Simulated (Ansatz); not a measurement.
Geometry optimisation in Ansatz: input, command and trajectory.

```yaml
crystal:
  lattice:
    - [0.0, -6.4053264769, 0.0]
    - [6.4053264769, 0.0, 0.0]
    - [0.0, 0.0, 7.8158740289]
  atoms:
    - { symbol: Si, position: [0.2516867959, 0.2497295207, 0.8359283341] }
    - { symbol: Si, position: [0.2532664221, 0.7481987993, 0.84256884] }
    - { symbol: Si, position: [0.5014191709, 0.004453603, 0.3374010255] }
    - { symbol: Si, position: [0.7525935156, 0.2503548062, 0.8354813397] }
    - { symbol: Si, position: [0.7519519979, 0.7524991391, 0.8318619331] }
    - { symbol: Si, position: [0.2515749178, 0.2524097135, 0.163826528] }
    - { symbol: Si, position: [0.4913668861, 0.493897466, 0.6725949347] }
    - { symbol: Si, position: [0.2518487273, 0.7540503176, 0.162411212] }
    - { symbol: Si, position: [0.5038064734, 0.0029863529, 0.6654228186] }
    - { symbol: Si, position: [0.7512921958, 0.2524786364, 0.1612527418] }
    - { symbol: Si, position: [0.9970999109, 0.5020170375, 0.6671544263] }
    - { symbol: Si, position: [0.001580186, 0.9991628298, 0.6618831419] }
    - { symbol: W, position: [0.5004438417, 0.003631821, 0.9979916171] }
    - { symbol: W, position: [0.7545457192, 0.2502486065, 0.4997873928] }
    - { symbol: W, position: [0.500048911, 0.5014296953, 0.006732674] }
    - { symbol: W, position: [0.7560094022, 0.7503347943, 0.5013863346] }
    - { symbol: W, position: [0.0011417115, 0.9994751173, 0.0015261162] }
    - { symbol: W, position: [0.2527919589, 0.2411755245, 0.4950436271] }
    - { symbol: W, position: [0.9991080945, 0.498040425, 0.0031421994] }
    - { symbol: W, position: [0.2514135468, 0.7539352365, 0.5014777501] }
  symmetry: { detect: false }
basis:
  ecutwfc: 420
kpoints:
  mp_grid: { grid: [2, 2, 2], shift: [0.5, 0.5, 0.5] }
hamiltonian:
  xc: pbesol
scf:
  occupations: { method: gaussian, width: 0.1 }
  lower_state_search: "off"
output:
  forces: true
  stress: true
  eigenvalues: true
relax:
  adjacent_minimum: "off"
  f_tol: 0.04
  max_steps: 50
  cell: { stress_tol: 0.3 }
```

```bash
ansatz run input.yaml --threads 4 --pin off --max-ram 9216MiB --backend cpu --events-out ev --progress --plain --runs-dir out
```

Theory: Ansatz, DFT PBEsol, scalar-relativistic, plane waves, PAW.

Of 17 frames 10 are shown, positions in Å and forces in eV/Å; the SCF threshold varies from step to step. Steps run on the plane waves of an earlier cell, with a Pulay correction in the pressure. The basis is chosen afresh for the last frame, the zero of the energies, and at times for earlier ones too; energy and pressure can step there, also at an unchanged geometry. Where two frames share a geometry here, they differ by under 2 meV/atom and 0.3 GPa.

```xyz
20
Lattice="0.0000 -6.4053 0.0000 6.4053 0.0000 0.0000 0.0000 0.0000 7.8159" Properties=species:S:1:pos:R:3:forces:R:3 pbc="T T T" step=1 free_energy_over_end_meV_per_atom=453.75 pressure_GPa=-8.47
Si    1.5996   -1.6121    6.5335   -0.0761    0.2104   -0.0689
Si    4.7925   -1.6223    6.5854    0.1661    0.0812   -0.7940
Si    0.0285   -3.2118    2.6371   -0.3469   -0.2129   -0.5830
Si    1.6036   -4.8206    6.5300   -0.0030   -0.0273   -0.2200
Si    4.8200   -4.8165    6.5017   -0.0403    0.1355    0.6529
Si    1.6168   -1.6114    1.2804   -0.2620   -0.1088    1.0173
Si    3.1636   -3.1474    5.2569    0.4337   -0.4633   -1.3065
Si    4.8299   -1.6132    1.2694    0.1708   -0.0235    1.1284
Si    0.0191   -3.2270    5.2009   -0.2979   -0.0134   -0.1681
Si    1.6172   -4.8123    1.2603   -0.3116    0.2556    1.0660
Si    3.2156   -6.3868    5.2144   -0.2693   -0.4394   -0.6829
Si    6.4000   -0.0101    5.1732    0.0244    0.0450   -0.2899
W     0.0233   -3.2055    7.8002   -0.0760   -0.0872    0.0474
W     1.6029   -4.8331    3.9063    0.2455    0.1861    0.3559
W     3.2118   -3.2030    0.0526   -0.1055    0.0221   -0.9653
W     4.8061   -4.8425    3.9188    0.2531    0.7160    1.1531
W     6.4020   -0.0073    0.0119    0.3109    0.0151   -0.4598
W     1.5448   -1.6192    3.8692   -0.0459    0.0636    0.7461
W     3.1901   -6.3996    0.0246    0.2244   -0.2129   -0.9294
W     4.8292   -1.6104    3.9195    0.0059   -0.1418    0.3008
20
Lattice="-0.0184 -6.2409 0.0312 6.2697 0.0184 -0.0684 -0.0835 -0.0380 7.8163" Properties=species:S:1:pos:R:3:forces:R:3 pbc="T T T" step=3 free_energy_over_end_meV_per_atom=397.40 pressure_GPa=0.12
Si    1.4836   -1.5925    6.5111    0.0362    0.0461   -0.1018
Si    4.6512   -1.5866    6.4803    0.0528    0.0759   -0.1117
Si   -0.0803   -3.2157    2.6027   -0.2061   -0.2622   -0.2888
Si    1.5067   -4.7143    6.5189    0.0514    0.1088   -0.0515
Si    4.6234   -4.6967    6.5133   -0.0246    0.0534    0.0739
Si    1.5885   -1.5701    1.3936    0.2063    0.0432    0.1765
Si    3.0399   -3.1121    5.1426    0.0497   -0.1650   -0.1029
Si    4.7503   -1.5097    1.2960    0.0909    0.0929    0.2073
Si   -0.0730   -3.1894    5.2224    0.0300   -0.0528    0.1462
Si    1.6232   -4.6488    1.3509    0.1805    0.0996    0.1905
Si    3.0447   -6.3043    5.1481   -0.0707   -0.1157   -0.0994
Si    6.1833    0.0065    5.1086   -0.0484   -0.0288    0.0421
W    -0.0540   -3.1488    7.8354   -0.0345   -0.0052   -0.0046
W     1.5045   -4.7507    3.9072   -0.0649   -0.2431   -0.0186
W     3.1499   -3.0736   -0.0223    0.0066   -0.0908   -0.0732
W     4.6090   -4.6784    3.9398   -0.1494    0.4447    0.0779
W     6.3228    0.0296   -0.0536    0.0262   -0.0505    0.0151
W     1.3811   -1.6073    3.9076   -0.2796    0.3157    0.1117
W     3.1390   -6.2366   -0.0316    0.0623    0.0119   -0.1970
W     4.6646   -1.6091    3.8511    0.0852   -0.2780    0.0084
20
Lattice="-0.0028 -6.3304 0.1806 6.2004 0.0028 -0.3801 -0.4638 -0.2204 7.7008" Properties=species:S:1:pos:R:3:forces:R:3 pbc="T T T" step=5 free_energy_over_end_meV_per_atom=318.50 pressure_GPa=-2.99
Si    1.1888   -1.7274    6.3728    0.2532    0.1833    0.0681
Si    4.3035   -1.7584    6.1831   -0.0195    0.0273    0.0297
Si   -0.3541   -3.5177    2.5480   -0.9266   -0.7920   -0.3957
Si    1.2131   -4.9312    6.4594    0.1245   -0.0027    0.0500
Si    4.2864   -4.8915    6.3008   -0.0319   -0.0320    0.3965
Si    1.7938   -1.5459    1.4338    0.7870    0.4276    0.3116
Si    2.6027   -3.3504    4.9737   -0.0611   -0.2675   -0.3092
Si    4.8849   -1.3967    1.1157    0.1019    0.4592    0.5408
Si   -0.3639   -3.4246    5.1991   -0.1843   -0.0978   -0.0203
Si    1.8266   -4.5776    1.4316    0.5210   -0.3191    0.5040
Si    2.7452   -6.5767    5.0409    0.0179    0.1182   -0.0617
Si    5.6672   -0.1500    4.7194   -0.1028   -0.1107   -0.2779
W    -0.2759   -3.2700    7.7744    0.2302   -0.0311   -0.0122
W     1.0920   -5.1335    3.8597   -0.1344    0.3847   -0.0694
W     3.2614   -3.0581   -0.0706    0.2516    0.0113    0.3930
W     4.1312   -4.8610    3.6615   -0.5298   -0.0836   -0.6393
W     6.4172    0.0738   -0.3220   -0.0218    0.0246    0.3807
W     0.9270   -1.7143    3.8343    0.1308    0.0030   -0.5894
W     3.2539   -6.2489   -0.0163    0.1544   -0.3294    0.1495
W     4.2245   -1.9628    3.5593   -0.5605    0.4268   -0.4488
20
Lattice="-0.0063 -6.3605 0.2247 6.1940 0.0063 -0.5080 -0.6198 -0.2741 7.5022" Properties=species:S:1:pos:R:3:forces:R:3 pbc="T T T" step=6 free_energy_over_end_meV_per_atom=239.97 pressure_GPa=-2.71
Si    1.0881   -1.7698    6.1882    0.0972    0.1625    0.1366
Si    4.1648   -1.8040    5.9422   -0.0006   -0.0365   -0.0831
Si   -0.5471   -3.6429    2.4569   -1.0563   -0.4882   -0.5929
Si    1.0858   -4.9926    6.3138   -0.0122   -0.0468   -0.0314
Si    4.1644   -4.9552    6.0884    0.0095   -0.0459    0.3654
Si    1.9178   -1.4914    1.4019    0.7990    0.3481    0.3278
Si    2.4739   -3.4238    4.7907   -0.0758   -0.1704   -0.3436
Si    4.9393   -1.3481    1.0381    0.3160    0.4274    0.7018
Si   -0.5222   -3.4835    5.0634   -0.1470   -0.0368    0.0118
Si    1.8798   -4.5930    1.4498    0.5408   -0.2769    0.3814
Si    2.6045   -6.6382    4.8796   -0.0105    0.0547   -0.0949
Si    5.5254   -0.2022    4.4297   -0.1049   -0.2024   -0.1667
W    -0.3626   -3.2986    7.6089    0.3072   -0.1219    0.5858
W     0.9340   -5.1935    3.7505   -0.4601    0.4789   -0.0425
W     3.3238   -3.0686   -0.0530    0.6032   -0.0022    0.6361
W     3.9449   -4.9536    3.4245   -0.2931   -0.0667   -0.9171
W     6.4562    0.0876   -0.4156    0.0721    0.0684    0.7082
W     0.7890   -1.7873    3.6614    0.0065   -0.1232   -1.1658
W     3.3038   -6.2541   -0.0001    0.2141   -0.3994    0.3346
W     4.0322   -2.0018    3.3312   -0.8054    0.4771   -0.7516
20
Lattice="-0.0148 -6.3241 0.2348 6.3316 0.0148 -0.6981 -0.8518 -0.2865 7.0429" Properties=species:S:1:pos:R:3:forces:R:3 pbc="T T T" step=8 free_energy_over_end_meV_per_atom=126.69 pressure_GPa=3.15
Si    0.9549   -1.7790    5.7781   -0.0705    0.1931    0.1523
Si    4.0801   -1.8074    5.4428   -0.0029    0.1336   -0.0084
Si   -0.9385   -3.7014    2.2089   -0.0491   -0.1442   -0.1933
Si    0.9225   -4.9667    5.9216    0.1008   -0.1066    0.0144
Si    4.1043   -4.9518    5.6185    0.0255   -0.0730    0.1467
Si    2.1418   -1.4064    1.2670   -1.0412    0.1307   -0.4401
Si    2.3778   -3.4456    4.3443   -0.0369   -0.0989   -0.2008
Si    5.1565   -1.2263    0.9233    0.1736    0.4412    0.2452
Si   -0.7703   -3.4380    4.7405   -0.0581    0.1067   -0.0459
Si    1.9990   -4.5908    1.3783   -0.1119    0.0147   -0.3580
Si    2.4262   -6.5775    4.4529   -0.2045    0.0226    0.0144
Si    5.5014   -0.2538    3.8937    0.1020    0.0486   -0.0291
W    -0.4981   -3.2851    7.2458    0.2529   -0.5950    0.7799
W     0.6701   -5.0956    3.4440   -0.2029    0.4865   -1.0234
W     3.5492   -3.0842   -0.0154   -0.7096   -0.1314   -0.0259
W     3.8433   -4.9942    2.9254    0.2708    0.0504    0.3040
W     6.6642    0.0982   -0.4926    0.3079   -0.4420   -0.0284
W     0.6365   -1.8514    3.2088    0.3381    0.0028   -0.0576
W     3.4478   -6.2287   -0.0160    0.3105   -0.0720    0.4951
W     3.8342   -1.9154    2.8968    0.6056    0.0322    0.2587
20
Lattice="0.0107 -6.3114 0.0545 6.6698 -0.0107 -0.7520 -0.9176 -0.0665 6.8131" Properties=species:S:1:pos:R:3:forces:R:3 pbc="T T T" step=10 free_energy_over_end_meV_per_atom=75.05 pressure_GPa=0.07
Si    0.9965   -1.6447    5.5341    0.1252   -0.0552   -0.0795
Si    4.3163   -1.6474    5.2206    0.0092   -0.0854    0.0946
Si   -1.1476   -3.4343    2.1435    0.3799    0.1350   -0.3027
Si    1.0110   -4.8006    5.5182   -0.0632    0.0635   -0.1017
Si    4.3159   -4.8270    5.2917    0.0360   -0.0509    0.0729
Si    2.1519   -1.5953    1.1058    0.3651    0.1340    0.3510
Si    2.5230   -3.3102    3.9816   -0.0838   -0.0039    0.0341
Si    5.5408   -0.8963    0.9604    0.1667    1.1276    0.3529
Si   -0.8505   -3.2567    4.5378    0.0196   -0.0618    0.0137
Si    2.2106   -4.7454    1.1127   -0.3400    0.1449    0.4619
Si    2.4981   -6.3938    4.0388   -0.0022   -0.0479   -0.0052
Si    5.8436   -0.0778    3.6165   -0.0926    0.0438    0.1457
W    -0.5167   -3.2552    7.0866   -0.1315    0.2361   -0.5352
W     0.6638   -4.8246    3.0004    0.1037   -0.4580    0.2367
W     3.6885   -3.1571   -0.1733    0.0895   -0.1246    0.1853
W     4.0696   -4.8810    2.6895   -0.0718    0.3081   -0.2380
W     7.1133   -0.0117   -0.6095   -0.1860   -0.2291    0.2045
W     0.6883   -1.7117    3.0553   -0.0008    0.0498   -0.3362
W     3.6644   -6.3119   -0.1402   -0.0774   -0.3908   -0.3939
W     4.0553   -1.6656    2.6721   -0.2453   -0.7351   -0.1609
20
Lattice="0.0065 -6.2874 0.0620 6.6649 -0.0065 -0.7533 -0.9192 -0.0756 6.8440" Properties=species:S:1:pos:R:3:forces:R:3 pbc="T T T" step=12 free_energy_over_end_meV_per_atom=37.00 pressure_GPa=-0.72
Si    1.0132   -1.6700    5.5454   -0.0220   -0.1736   -0.0752
Si    4.3038   -1.6783    5.2751    0.0108   -0.1330    0.0591
Si   -1.1149   -3.3635    2.1259    0.1357    0.2016   -0.1357
Si    0.9989   -4.8066    5.5448    0.0148   -0.0423    0.0765
Si    4.3104   -4.8273    5.3108    0.0041   -0.0264    0.1051
Si    2.1697   -1.6032    1.1202    0.0687    0.0158    0.0012
Si    2.4968   -3.3266    3.9985    0.0680    0.0624    0.1001
Si    5.5484   -0.5644    1.1303    0.0042    1.6093    0.9707
Si   -0.8504   -3.2599    4.5449   -0.0310   -0.0624   -0.0494
Si    2.1849   -4.7354    1.1458   -0.1320   -0.0265   -0.0550
Si    2.5039   -6.3912    4.0421    0.0242   -0.1217    0.0305
Si    5.8068   -0.0917    3.6639    0.0322   -0.2050    0.2532
W    -0.5092   -3.2590    7.0782   -0.0257   -0.0978   -0.2703
W     0.6351   -4.8604    3.0190    0.0297   -0.0943    0.0227
W     3.6748   -3.1858   -0.1704   -0.0288   -0.0952   -0.0898
W     4.0793   -4.8597    2.6773   -0.0146   -0.2001   -0.2721
W     7.1041   -0.0401   -0.6154   -0.1472   -0.1287    0.0601
W     0.6837   -1.7085    3.0500   -0.1194   -0.2622   -0.3305
W     3.6470   -6.3131   -0.1610    0.1131   -0.2431   -0.0586
W     4.0482   -1.7201    2.6822    0.0155    0.0230   -0.3425
20
Lattice="0.0028 -6.2878 0.0444 6.6565 -0.0028 -0.7479 -0.9126 -0.0541 6.8580" Properties=species:S:1:pos:R:3:forces:R:3 pbc="T T T" step=13 free_energy_over_end_meV_per_atom=17.93 pressure_GPa=-1.23
Si    1.0203   -1.6687    5.5425   -0.0470   -0.1550   -0.0101
Si    4.2993   -1.6735    5.2887    0.0224   -0.1464    0.0747
Si   -1.1013   -3.3158    2.1127    0.0253    0.2020   -0.1336
Si    0.9995   -4.8079    5.5436    0.0510   -0.0541    0.1464
Si    4.3065   -4.8212    5.3069   -0.0052   -0.0089    0.1598
Si    2.1685   -1.6235    1.1143    0.0661   -0.0131   -0.0489
Si    2.4902   -3.3092    3.9992    0.1082    0.1215    0.1009
Si    5.5460   -0.3846    1.2186   -0.0714    1.3579    0.7922
Si   -0.8455   -3.2493    4.5334   -0.0527   -0.0334   -0.0004
Si    2.1735   -4.7563    1.1366   -0.0538   -0.0525   -0.1567
Si    2.5051   -6.3839    4.0272    0.0304   -0.1328    0.0418
Si    5.7954   -0.0786    3.7045    0.0457   -0.2835    0.2126
W    -0.5032   -3.2526    7.0679    0.0252   -0.1161   -0.2284
W     0.6312   -4.8554    3.0129    0.0356    0.0305    0.0357
W     3.6674   -3.2093   -0.1788   -0.0932    0.0076   -0.1795
W     4.0782   -4.8380    2.6632   -0.0402   -0.3669   -0.2221
W     7.0883   -0.0600   -0.6021   -0.1355   -0.0202   -0.0459
W     0.6777   -1.6843    3.0386   -0.1404   -0.4233   -0.2514
W     3.6405   -6.3349   -0.1822    0.1773   -0.1441    0.0374
W     4.0481   -1.7144    2.6766    0.0522    0.2307   -0.3245
20
Lattice="-0.0004 -6.3077 0.0017 6.6142 0.0004 -0.7417 -0.9050 -0.0020 6.8360" Properties=species:S:1:pos:R:3:forces:R:3 pbc="T T T" step=15 free_energy_over_end_meV_per_atom=0.20 pressure_GPa=0.18
Si    1.0060   -1.6646    5.4982   -0.0230   -0.0037    0.0050
Si    4.2749   -1.6638    5.2730    0.0025   -0.0082   -0.0449
Si   -1.0967   -3.2436    2.0624   -0.0007    0.0036    0.0180
Si    1.0050   -4.8177    5.4979   -0.0172   -0.0066    0.0139
Si    4.2733   -4.8181    5.2729    0.0125   -0.0026   -0.0389
Si    2.1527   -1.6622    1.0837    0.0032   -0.0031   -0.0249
Si    2.4917   -3.2415    3.9687   -0.0090   -0.0077    0.0304
Si    5.5173   -0.0902    1.3191    0.0102    0.0138    0.0204
Si   -0.8536   -3.2415    4.4836    0.0119   -0.0048   -0.0090
Si    2.1532   -4.8162    1.0841   -0.0097   -0.0012   -0.0204
Si    2.4911   -6.3964    3.9699   -0.0055    0.0054    0.0244
Si    5.7607   -0.0871    3.7405    0.0139   -0.0050   -0.0065
W    -0.4954   -3.2423    6.9980   -0.0009    0.0043   -0.0274
W     0.6464   -4.8195    2.9833    0.0032    0.0043    0.0418
W     3.6333   -3.2398   -0.2159   -0.0006    0.0034   -0.0225
W     4.0363   -4.8189    2.6214    0.0157    0.0012    0.0148
W     7.0245   -0.0855   -0.5817   -0.0102   -0.0003   -0.0060
W     0.6472   -1.6658    2.9839   -0.0071    0.0098    0.0243
W     3.6326   -6.3929   -0.2153    0.0063   -0.0148   -0.0220
W     4.0369   -1.6655    2.6198    0.0044    0.0121    0.0294
20
Lattice="0.0000 -6.3114 0.0001 6.6124 0.0000 -0.7417 -0.9050 -0.0001 6.8385" Properties=species:S:1:pos:R:3:forces:R:3 pbc="T T T" step=17 free_energy_over_end_meV_per_atom=0.00 pressure_GPa=0.04
Si    1.0023   -1.6649    5.5009    0.0084    0.0017    0.0013
Si    4.2737   -1.6648    5.2680   -0.0050    0.0008    0.0132
Si   -1.0963   -3.2425    2.0635   -0.0037    0.0023   -0.0010
Si    1.0022   -4.8207    5.5012    0.0091    0.0018   -0.0008
Si    4.2734   -4.8203    5.2683   -0.0017   -0.0017    0.0113
Si    2.1526   -1.6647    1.0820    0.0027    0.0014    0.0023
Si    2.4903   -3.2429    3.9742    0.0020    0.0041   -0.0107
Si    5.5161   -0.0868    1.3219   -0.0031   -0.0009   -0.0013
Si   -0.8509   -3.2425    4.4830   -0.0082    0.0004    0.0014
Si    2.1526   -4.8204    1.0822    0.0033   -0.0005    0.0001
Si    2.4902   -6.3981    3.9742    0.0036   -0.0013   -0.0100
Si    5.7614   -0.0866    3.7414   -0.0074   -0.0019    0.0011
W    -0.4962   -3.2426    6.9987   -0.0016    0.0005   -0.0085
W     0.6475   -4.8202    2.9856    0.0027   -0.0028    0.0051
W     3.6334   -3.2426   -0.2184   -0.0073    0.0006   -0.0004
W     4.0354   -4.8203    2.6222    0.0059   -0.0011    0.0023
W     7.0210   -0.0868   -0.5815    0.0013   -0.0002   -0.0085
W     0.6477   -1.6646    2.9856    0.0000   -0.0017    0.0042
W     3.6336   -6.3983   -0.2184   -0.0102    0.0014    0.0000
W     4.0352   -1.6646    2.6224    0.0091   -0.0029   -0.0013
```

The run took 91 s on 4 threads of Arm Neoverse V2, on a shared host, peak memory 0.87 GiB.

The k mesh is coarse. Spin–orbit coupling is left out, which can shift energies with elements as heavy as these.